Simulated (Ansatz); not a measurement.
AuBr:
```xyz
8
Lattice="-3.5799 3.5799 4.5990 3.5799 -3.5799 4.5990 3.5799 3.5799 -4.5990" Properties=species:S:1:pos:R:3 pbc="T T T"
Au     0.0000     5.3698     1.1498
Au     1.7899     3.5799     3.4493
Au     0.0000     1.7899     1.1498
Au    -1.7899     3.5799     3.4493
Br     0.0000     0.0000     2.7859
Br     3.5799     0.0000     0.4864
Br     3.5799     0.0000     4.1126
Br     0.0000     0.0000     6.4121
```

Relaxed with r²SCAN.

### Question
Give the Bader charges and basin volumes of the independent atoms, plane-wave PAW r²SCAN (Ansatz code).

### Answer


| atom | Bader charge (e) | Bader volume (Å³) |
|---|---|---|
| Au1 | +0.20 | 27.0 |
| Br5 | -0.20 | 32.0 |

Space group I4_1/amd. The workflow started from an entry of the Crystallography Open Database (COD), which files this formula under 2 space groups. Its standing as an ambient phase is unchecked. The r²SCAN relaxation kept the symmetry of its start; its stability against distortions is not shown here. Scalar-relativistic: spin–orbit coupling is off unless named, which matters more the heavier the elements.

Potentials: the later of the program's two PAW sets.
